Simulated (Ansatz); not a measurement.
Method: Ansatz 0.2.0, DFT PBE, scalar-relativistic, plane waves, PAW. All cells share a 420 eV cutoff and Γ-centred k meshes spaced at most about 0.3 Å⁻¹ (about 0.25 or finer for metals, 2π included). No spin polarisation in the final relaxations.

Temperature and zero-point effects are left out.

Compare these two cells of In2PtSe2, each relaxed at this level.

A. Space group P-3m1 (No. 164), trigonal, a = 3.776 Å, c = 9.950 Å. Around In lie 3 Se at 3.22 Å, 3 In at 3.32 Å and 6 In at 3.78 Å; Pt is surrounded by 6 Se at 2.57 Å; around Se lie 3 Pt at 2.57 Å and 3 In at 3.22 Å.

B. Space group P4mm (No. 99), tetragonal, a = 4.530 Å, c = 5.914 Å. Around In lie 2 Pt at 2.75 Å, 1 Se at 2.78 Å, 1 Se at 3.14 Å and 4 In at 3.20 Å; Pt has 4 In at 2.75 Å and 4 Se at 2.76 Å; Se is surrounded by 2 Pt at 2.76 Å, 1 In at 2.78 Å, 1 In at 3.14 Å and 4 Se at 3.20 Å.

Problem. Which is lower in energy, and by how much?

Solution. A is lower, by 114 meV/atom. A has space group P-3m1 (No. 164), 24.6 Å³/atom and no gap on its mesh; B has space group P4mm (No. 99), 24.3 Å³/atom and no gap. Counting Se atoms around In and Pt (those within 1.25 times the shortest such distance or 1.15 times the sum of covalent radii, 1.27 where that leaves under three; a plus sign parts nearer from farther groups; the shortest distance is added where it exceeds 1.18 times the sum of covalent radii), A has In 3 from 3.2 Å, Pt 6 and B has In 1+1, Pt 4. Both come from invented guesses. A third cell relaxed alike, in Immm, lies 83 meV/atom below the lower of the two.

Spin–orbit coupling, which can matter for Pt, is left out. Cells relaxed within their symmetry can be saddle points.
